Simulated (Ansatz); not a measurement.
Relaxed LiF (rock salt):

```
CELL_PARAMETERS angstrom
      0.00000     2.00386     2.00386
      2.00386     0.00000     2.00386
      2.00386     2.00386     0.00000
ATOMIC_POSITIONS crystal
  F  0.00000 0.00000 0.00000
  Li 0.50000 0.50000 0.50000
```

All values below come from PBEsol (plane waves to 420 eV, PAW, scalar-relativistic; Ansatz, a first-principles code). k mesh 11×11×11 (Γ-centred), Fermi-Dirac smearing 0.05 eV. LiF was relaxed with its symmetry unable to fall.

One atom of the cell was then moved (with its periodic images), all else fixed, and the forces (eV/Å) came out as:

| atom | Fx | Fy | Fz |
|---|---|---|---|
| F1 | -0.212 | -0.212 | 0.000 |
| Li2 | 0.212 | 0.212 | 0.000 |

With two atoms only their relative shift counts; take Li2 as fixed.

**Question.** Which atom was moved, and by which vector (Å)?

**Answer.** F1, by (0.12, 0.12, 0.00), 0.17 Å in all.

(For displaced atoms, the force is minus the slope of the energy, and its curvature is a force constant, which sets phonon frequencies.)
